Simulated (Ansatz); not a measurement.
Calculation for Y2C: DFT, r2SCAN, PAW with Ansatz's default frozen-core files, scalar-relativistic (Ansatz 0.2.0). This run: cell and atoms relaxed.

The cell is entry 1531888 of the Crystallography Open Database, unrelaxed.

Command: `ansatz run input.yaml --threads 1 --pin off --max-ram 3072MiB --backend cpu --events-out ev --progress --plain --runs-dir out` It took 110 s on 1 thread of AMD EPYC 7R43 64-Core Processor (Zen 3) (shared host), peak memory 0.75 GiB.

```yaml
crystal:
  lattice:
    - [1.812415, 1.0463982881, 5.988]
    - [-1.812415, 1.0463982881, 5.988]
    - [0.0, -2.0927965763, 5.988]
  atoms:
    - { symbol: "Y", position: [0.25793, 0.25793, 0.25793] }
    - { symbol: "Y", position: [0.74207, 0.74207, 0.74207] }
    - { symbol: C, position: [0.0, 0.0, 0.0] }
kpoints:
  mp_grid: { grid: [12, 12, 12] }
scf:
  occupations: { method: fermi_dirac, width: 0.05 }
hamiltonian:
  xc: r2scan
  pseudopotentials: { kind: paw }
output:
  forces: true
  stress: true
  write_density: true
  write_potential: true
  elf: true
  volumetric_format: npy
relax:
  f_tol: 0.005
  max_steps: 50
  cell: {}
```

Output:

```
basis.fft_grid_basis auto: the FFT boxes are laid along the combinations [[1, -1, 0], [0, 1, 0], [0, -1, 1]] of the cell's own vectors, 3.625, 6.343 and 3.625 Å long. The dense box has 27×48×27 points. Along the cell's own vectors, as sized, it would have 48×48×48, 3.16 times as many. Of the 12 symmetry operations that the crystal satisfies within crystal.symmetry.tolerance (time reversal apart; of a slab, those that keep its plane) the dense box along the cell's own vectors carries 12, and the one as laid loses 8 of those. basis.fft_grid_basis: typed keeps the cell's own vectors: state it where this run's energies or levels are differenced outside the engine with another run's, or held beside a run that keeps those vectors. Those combinations have planes normal to reciprocal vector 3, as the cell's own vectors have. Each planar average written beside output.write_density, output.write_potential has a row for each plane of the box: 27. The volumetric files lie along those combinations, not along the cell's own vectors: a cube or XSF file states them, and fields.json those of NumPy files.
Engine: ansatz 0.2.0
Pseudopotentials: kind: paw
Pseudopotential: Y, paw, valence charge 11, recommended cutoff 500 eV (meta_gga), Y.paw.azcp
Pseudopotential: C, paw, valence charge 4, recommended cutoff 500 eV (meta_gga), C.paw.azcp
Functional definition: r2SCAN
  parameter k0 = 0.174
  parameter k1 = 0.065
  parameter a1 = 4.9479
  exchange = r2scan_x(k0 = k0, k1 = k1, a1 = a1)
  correlation = r2scan_c
Crystal: 3 atoms, lattice volume = 68.138 Å³
Basis set: ecut = 500 eV, 1749 PW (Γ), FFT grids on a1−a2, a2, −a2+a3, exchange–correlation on 108×192×108 points (64 copies of the dense FFT grid, shifted against one another)
Bands: 17, of which v1, the nominal top of the filled ones, is band 13 counted from 1 (12 counted from 0)
Symmetry: 12 space group operations
Space group: R-3m (ITA 166), of the structure as read, at distance tolerance 4.1e-5 Å
k-points: 189 of 1728
Non-local potential: Y, projectors of the file, l = 0: 3, l = 1: 2, l = 2: 2, l = 3: 1
Non-local potential: C, projectors of the file, l = 0: 2, l = 1: 2, l = 2: 1
PAW form: soft (Blöchl's): semilocal exchange-correlation on the pseudo side does not see the compensation charge
PAW frozen core: Y, regenerated for the run's functional (the file was generated under x = pbe(κ = 0.804, μ = 0.2195149727645171), c = pbe(β = 0.06672455060314922))
PAW frozen core: C, regenerated for the run's functional (the file was generated under x = pbe(κ = 0.804, μ = 0.2195149727645171), c = pbe(β = 0.06672455060314922))
PAW one-centre angular grid: Y, 590 points (default); XC on 160 Gauss nodes
PAW one-centre angular grid: C, 302 points (default); XC on 239 of its mesh's 2573 points in the sphere
Initial density: superposition of atomic densities (neutral atoms: chi_scale 0, normalization atom), corrected by the library's trained network
Initial wavefunctions: pseudopotential atomic-orbital guess
Functional: x = r2scan, c = r2scan; τ floored in thin density (d = 2e-4 eV/Å³)
SCF iter   1: F=—  HF=-7972.297444 eV  |F-HF|=—  |Δ(HF+E_count)|=         —  Δρ=7.33e-3  dr2=5.16e-2  dr2_τ=9.60e-2  ethr=1.77e-3  ⟨swp⟩=5.2  Hψ=15244  notcnv=0
preconditioner: auto → Kerker (q_TF=auto, 2.324 Å⁻¹)  [metal: Δε(μ)=0.004 eV  Ē_g=5.508 eV  σ=0.050 eV  W_gap=0.02  n_scr=16 (ndim 8)  ℏωp=14.2 eV  f_vac=0.000  D(μ)=2.30/eV (n_scr^D=22)]
SCF iter   2: F=—  HF=-7972.376058 eV  |F-HF|=—  |Δ(HF+E_count)|=   7.86e-2  Δρ=4.94e-3  dr2=2.23e-2  dr2_τ=4.18e-4  ethr=1.98e-4  ⟨swp⟩=2.4  Hψ=6846  notcnv=0
SCF iter   3: F=—  HF=-7972.376361 eV  |F-HF|=—  |Δ(HF+E_count)|=   3.03e-4  Δρ=1.59e-3  dr2=4.47e-3  dr2_τ=8.93e-5  ethr=8.58e-5  ⟨swp⟩=2.0  Hψ=4914  notcnv=0
SCF iter   4: F=—  HF=-7972.375992 eV  |F-HF|=—  |Δ(HF+E_count)|=   3.70e-4  Δρ=1.07e-3  dr2=1.44e-3  dr2_τ=9.82e-5  ethr=1.72e-5  ⟨swp⟩=2.0  Hψ=4135  notcnv=0
SCF iter   5: F=—  HF=-7972.375842 eV  |F-HF|=—  |Δ(HF+E_count)|=   1.50e-4  Δρ=2.81e-4  dr2=1.35e-4  dr2_τ=2.03e-6  ethr=5.55e-6  ⟨swp⟩=2.0  Hψ=4061  notcnv=0
SCF iter   6: F=—  HF=-7972.375838 eV  |F-HF|=—  |Δ(HF+E_count)|=   3.37e-6  Δρ=9.83e-5  dr2=1.37e-5  dr2_τ=1.57e-7  ethr=5.21e-7  ⟨swp⟩=2.2  Hψ=3978  notcnv=0
SCF iter   7: F=—  HF=-7972.375839 eV  |F-HF|=—  |Δ(HF+E_count)|=   5.39e-7  Δρ=3.32e-5  dr2=1.42e-6  dr2_τ=5.43e-8  ethr=5.29e-8  ⟨swp⟩=2.2  Hψ=4060  notcnv=0
SCF iter   8: F=-7972.375839 eV  HF=-7972.375839 eV  |F-HF|=3.26e-8  |Δ(HF+E_count)|=   1.50e-7  Δρ=8.75e-6  dr2=8.83e-8  dr2_τ=3.65e-9  ethr=3.85e-10  ⟨swp⟩=6.5  Hψ=19888  notcnv=0
SCF 1 converged in 8 iterations: F = -7972.375839 eV  dr2 = 8.83e-8
  greatest PAW one-centre occupation: 0.996 electrons in one spin orbital (limit 2), on the Y atom at site 1 (counted from 0), in its partial waves of l = 0
relax step   1: F+E_penalty+E_count = -7972.37583882 eV  Δ(F+E_penalty+E_count) = +0.000e0 eV  max|allowed force component| = 3.439e-1 eV/Å  Δτ_max = 0.0000 Å  P = +0.375 GPa  Ω = 68.138 Å³  (8 SCF iters, dr2 threshold 1.00e-7 eV, accepted)
Crystal: 3 atoms, lattice volume = 73.525 Å³
Basis set: ecut = 500 eV, 1883 PW (Γ), FFT grids on a1−a2, a2, −a2+a3, exchange–correlation on 108×192×108 points (64 copies of the dense FFT grid, shifted against one another)
Initial density: handed on by an earlier stage of this run
Initial wavefunctions: those handed on with the density
SCF iter   1: F=—  HF=-7971.234486 eV  |F-HF|=—  |Δ(HF+E_count)|=         —  Δρ=1.92e-2  dr2=8.75e-1  dr2_τ=3.64e0  ethr=3.10e-3  ⟨swp⟩=7.7  Hψ=18630  notcnv=0
preconditioner: auto → Kerker (q_TF=auto, 2.294 Å⁻¹)  [metal: Δε(μ)=0.002 eV  Ē_g=5.692 eV  σ=0.050 eV  W_gap=0.01  n_scr=16 (ndim 8)  ℏωp=13.7 eV  f_vac=0.000  D(μ)=3.53/eV (n_scr^D=28)]
SCF iter   2: F=—  HF=-7972.098674 eV  |F-HF|=—  |Δ(HF+E_count)|=   8.64e-1  Δρ=8.72e-3  dr2=1.51e-1  dr2_τ=4.31e-3  ethr=3.10e-3  ⟨swp⟩=3.0  Hψ=7938  notcnv=0
SCF iter   3: F=—  HF=-7972.090499 eV  |F-HF|=—  |Δ(HF+E_count)|=   8.17e-3  Δρ=3.25e-3  dr2=2.55e-2  dr2_τ=1.66e-3  ethr=5.82e-4  ⟨swp⟩=2.1  Hψ=4331  notcnv=0
SCF iter   4: F=—  HF=-7972.087793 eV  |F-HF|=—  |Δ(HF+E_count)|=   2.71e-3  Δρ=1.21e-3  dr2=5.50e-3  dr2_τ=1.18e-4  ethr=9.81e-5  ⟨swp⟩=1.1  Hψ=3551  notcnv=0
SCF iter   5: F=—  HF=-7972.087133 eV  |F-HF|=—  |Δ(HF+E_count)|=   6.60e-4  Δρ=5.16e-4  dr2=2.33e-4  dr2_τ=1.47e-5  ethr=2.12e-5  ⟨swp⟩=2.0  Hψ=3574  notcnv=0
SCF iter   6: F=—  HF=-7972.087144 eV  |F-HF|=—  |Δ(HF+E_count)|=   1.14e-5  Δρ=7.67e-5  dr2=4.51e-6  dr2_τ=4.48e-7  ethr=8.97e-7  ⟨swp⟩=2.0  Hψ=4730  notcnv=0
SCF iter   7: F=-7972.087146 eV  HF=-7972.087146 eV  |F-HF|=3.33e-8  |Δ(HF+E_count)|=   1.46e-6  Δρ=1.26e-5  dr2=1.80e-7  dr2_τ=1.51e-8  ethr=1.15e-9  ⟨swp⟩=6.7  Hψ=22876  notcnv=0
SCF 2 converged in 7 iterations: F = -7972.087146 eV  dr2 = 1.80e-7
[... lines left out ...]
SCF 6 converged in 6 iterations: F = -7972.395482 eV  dr2 = 7.73e-12
relax step   6: F+E_penalty+E_count = -7972.39548209 eV  Δ(F+E_penalty+E_count) = -2.470e-4 eV  max|allowed force component| = 4.008e-3 eV/Å  Δτ_max = 0.0000 Å  P = +0.016 GPa  Ω = 69.484 Å³  stress off target by 1.74e-2 GPa  SCF on the basis re-selected at this cell (its energy is not comparable with the rows above)  (6 SCF iters)
basis re-selected at this cell: Δ(F+E_penalty+E_count) = -2.470e-4 eV, ΔP = +0.000 GPa vs the last step (what re-selecting the basis moved, of the pressure what is left beyond the Pulay correction that the steps carried, after the strain that the cell walked since its last selection, with what the two solves' SCF thresholds leave and, on support functions, any second-order correction that the steps lacked; it is no measure of the basis error at this ecutwfc). This SCF's stress stands 1.74e-2 GPa from its target on what of the cell is left free (relax.cell.stress_tol is 5.00e-2 GPa) and its largest allowed force component is 4.01e-3 eV/Å (relax.f_tol is 5.00e-3 eV/Å): within both
SCF converged after 6 iterations
Free energy (F): -7972.395482 eV
Harris-Foulkes:  -7972.395482 eV  (|F-HF|=3.64e-12)
Internal energy: -7972.375005 eV  (E = F + TS)
E sigma→0 (E₀):  -7972.385243 eV
Entropy (-TS):   -0.020478 eV (-6.826 meV/atom)
Fermi energy:    9.616846 eV
--- Per-component energies (eV) ---
  E_band       = -234.385408
  E_kinetic    = 696.881364
  E_local      = -1437.228607  (includes V_loc(G=0)·N_el)
  E_nonlocal   = 125.091800
  E_hartree    = 483.941162
  E_xc         = -383.909411
  E_vxc        = -509.675778  (∫ρ·V_xc dr)
  E_paw        = -5783.345452  (= ΣΔE_a)
  E_vpaw       = -104.791414  (= ΣTr[D̂ρ^β])
  E_aug_tail   = 0.000010  (compensation charges beyond the density's cutoff)
  E_vtau       = 27.454866  (kinetic-family band-sum trace: ∫τ·v_τ [+ j·A + Jᵃ·Aᵃ] dr)
  E_ewald      = -1673.473189
  E_core_change = -0.332681  (= ΣΔE_core)
  E_smearing   = -0.020478  (= −TS)
  E_closure    = 0.000000  (closes the sum)
  Σ components = -7972.395482   (vs F -7972.395482, Δ=0.00e0)
--- Forces (eV/Å), atoms counted from 1 ---
  atom   1  Y      0.00000000     0.00000000    -0.00400834
  atom   2  Y      0.00000000    -0.00000000     0.00400834
  atom   3  C      0.00000000    -0.00000000    -0.00000000
  max |Σ_I F_I| component: 9.25e-18 eV/Å
--- Stress (GPa, compression-positive) ---
        0.015304       0.000000      -0.000000
        0.000000       0.015304      -0.000000
       -0.000000      -0.000000       0.017370
  P = ⅓ Tr σ = 0.0160 GPa (0.160 kbar)
--- Band table (eV; the first three rows and the last of 189) ---
  k-point 0: bands = ["-34.0902", "-34.0153", "-13.7799", "-13.2572", "-13.2572", "-13.1883", "-13.1883", "-13.1614", "-0.3519", "6.0674", "7.4428", "8.0698", "8.0698", "11.9102", "11.9102", "11.9726", "13.6903"]
  k-point 1: bands = ["-34.0861", "-34.0136", "-13.7681", "-13.2937", "-13.2671", "-13.2179", "-13.1926", "-13.1616", "-0.2964", "6.1932", "7.1966", "8.0979", "8.3008", "11.6411", "12.0067", "12.0424", "12.9369"]
  k-point 2: bands = ["-34.0746", "-34.0091", "-13.7371", "-13.3866", "-13.2942", "-13.2933", "-13.2051", "-13.1696", "-0.1548", "6.5414", "6.8804", "8.1624", "8.5584", "11.0575", "12.1287", "12.2494", "12.2742"]
  k-point 188: bands = ["-34.0820", "-34.0236", "-13.6753", "-13.2783", "-13.2482", "-13.2482", "-13.1976", "-13.1976", "-0.2448", "5.4476", "8.1209", "8.1209", "8.7474", "10.7472", "12.0923", "12.0923", "13.5553"]
--- Relaxed structure (5 steps of the walk, 4 accepted, 1 SCFs on fresh bases) ---
  F+E_penalty+E_count = -7972.39548209 eV   max|allowed force component| = 4.008e-3 eV/Å   (the final SCF, on the basis selected at the relaxed cell)
  cell:  # Å, volume = 69.4844 Å³
    - [1.8090369439924663, 1.0444479665709698, 6.1291725037432565]
    - [-1.8090369439924663, 1.0444479665709698, 6.1291725037432565]
    - [-4.3997775109493956e-34, -2.0888959331931174, 6.129172503734536]
  atoms:
    - { symbol: Y, position: [0.2600847962422939, 0.2600847962422939, 0.2600847962422939] }
    - { symbol: Y, position: [0.739915203757706, 0.739915203757706, 0.7399152037577061] }
    - { symbol: C, position: [3.218888658915701e-20, 3.2188886589157033e-20, 3.2188886584367294e-20] }
```

Next run, as changes to the input before:

```diff
   lattice:
-    - [1.812415, 1.0463982881, 5.988]
-    - [-1.812415, 1.0463982881, 5.988]
-    - [0.0, -2.0927965763, 5.988]
+    - [1.809036944, 1.0444479666, 6.1291725037]
+    - [-1.809036944, 1.0444479666, 6.1291725037]
+    - [0.0, -2.0888959332, 6.1291725037]
   atoms:
-    - { symbol: "Y", position: [0.25793, 0.25793, 0.25793] }
-    - { symbol: "Y", position: [0.74207, 0.74207, 0.74207] }
+    - { symbol: "Y", position: [0.2600847962, 0.2600847962, 0.2600847962] }
+    - { symbol: "Y", position: [0.7399152038, 0.7399152038, 0.7399152038] }
   stress: true
+  eigenvalues: true
+  efg: { contact_densities: true }
+  populations: true
   write_density: true
   volumetric_format: npy
-relax:
-  f_tol: 0.005
-  max_steps: 50
-  cell: {}
```

Command: `ansatz run input.yaml --threads 1 --pin off --max-ram 3072MiB --backend cpu --events-out ev --progress --plain --runs-dir out` It took 25 s on 1 thread of AMD EPYC 7R43 64-Core Processor (Zen 3), with other jobs on the host, peak memory 0.71 GiB.

Results part of the output:

```
SCF 1 converged in 8 iterations: F = -7972.395482 eV  dr2 = 3.43e-8
  greatest PAW one-centre occupation: 0.996 electrons in one spin orbital (limit 2), on the Y atom at site 1 (counted from 0), in its partial waves of l = 0
SCF converged after 8 iterations
Free energy (F): -7972.395482 eV
Harris-Foulkes:  -7972.395482 eV  (|F-HF|=2.17e-9)
Internal energy: -7972.375004 eV  (E = F + TS)
E sigma→0 (E₀):  -7972.385243 eV
Entropy (-TS):   -0.020478 eV (-6.826 meV/atom)
Fermi energy:    9.616839 eV
--- Per-component energies (eV) ---
  E_band       = -234.385613
  E_kinetic    = 696.881548
  E_local      = -1437.229386  (includes V_loc(G=0)·N_el)
  E_nonlocal   = 125.091906
  E_hartree    = 483.941734
  E_xc         = -383.909480
  E_vxc        = -509.675883  (∫ρ·V_xc dr)
  E_paw        = -5783.345465  (= ΣΔE_a)
  E_vpaw       = -104.791399  (= ΣTr[D̂ρ^β])
  E_aug_tail   = 0.000010  (compensation charges beyond the density's cutoff)
  E_vtau       = 27.454876  (kinetic-family band-sum trace: ∫τ·v_τ [+ j·A + Jᵃ·Aᵃ] dr)
  E_ewald      = -1673.473189
  E_core_change = -0.332681  (= ΣΔE_core)
  E_smearing   = -0.020478  (= −TS)
  E_closure    = 0.000000  (closes the sum)
  Σ components = -7972.395482   (vs F -7972.395482, Δ=0.00e0)
--- Forces (eV/Å), atoms counted from 1 ---
  atom   1  Y      0.00000000     0.00000000    -0.00399909
  atom   2  Y     -0.00000000    -0.00000000     0.00399909
  atom   3  C      0.00000000     0.00000000     0.00000000
  max |Σ_I F_I| component: 4.63e-18 eV/Å
--- Stress (GPa, compression-positive) ---
        0.015297       0.000000      -0.000000
        0.000000       0.015297      -0.000000
       -0.000000      -0.000000       0.017179
  P = ⅓ Tr σ = 0.0159 GPa (0.159 kbar)
--- PAW observables at the nuclei: V_zz in 10²¹ V/m², potentials from the cell's mean, atoms counted from 1 ---
  atom   1  Y  V_zz =    -1.626143   η = 0.0000   by run symmetry: allowed
            electrostatic potential = -5714.748622 V   contact ρ = 443565.667349 e/Å³
  atom   2  Y  V_zz =    -1.626143   η = 0.0000   by run symmetry: allowed
            electrostatic potential = -5714.748622 V   contact ρ = 443565.667349 e/Å³
  atom   3  C  V_zz =    +0.744840   η = 0.0000   by run symmetry: allowed
            electrostatic potential = -418.099267 V   contact ρ = 867.236245 e/Å³
--- Band table (eV; the first three rows and the last of 189) ---
  k-point 0: bands = ["-34.0902", "-34.0153", "-13.7799", "-13.2572", "-13.2572", "-13.1883", "-13.1883", "-13.1614", "-0.3519", "6.0673", "7.4428", "8.0697", "8.0697", "11.9102", "11.9102", "11.9726", "13.6903"]
  k-point 1: bands = ["-34.0861", "-34.0136", "-13.7681", "-13.2937", "-13.2671", "-13.2179", "-13.1926", "-13.1616", "-0.2965", "6.1932", "7.1966", "8.0978", "8.3008", "11.6411", "12.0067", "12.0424", "12.9369"]
  k-point 2: bands = ["-34.0746", "-34.0091", "-13.7371", "-13.3866", "-13.2942", "-13.2933", "-13.2051", "-13.1696", "-0.1548", "6.5414", "6.8804", "8.1624", "8.5584", "11.0575", "12.1287", "12.2494", "12.2742"]
  k-point 188: bands = ["-34.0820", "-34.0236", "-13.6753", "-13.2783", "-13.2482", "-13.2482", "-13.1976", "-13.1976", "-0.2449", "5.4475", "8.1209", "8.1209", "8.7474", "10.7471", "12.0924", "12.0924", "13.5553"]
--- Löwdin populations: 3 sites ---
  site symbol       q [e]
     0      Y     10.4753
     1      Y     10.4753
     2      C      4.8912
  spilling = 0.006082 (of n_electrons = 26.000000)
```

The PAW files were made under PBE.
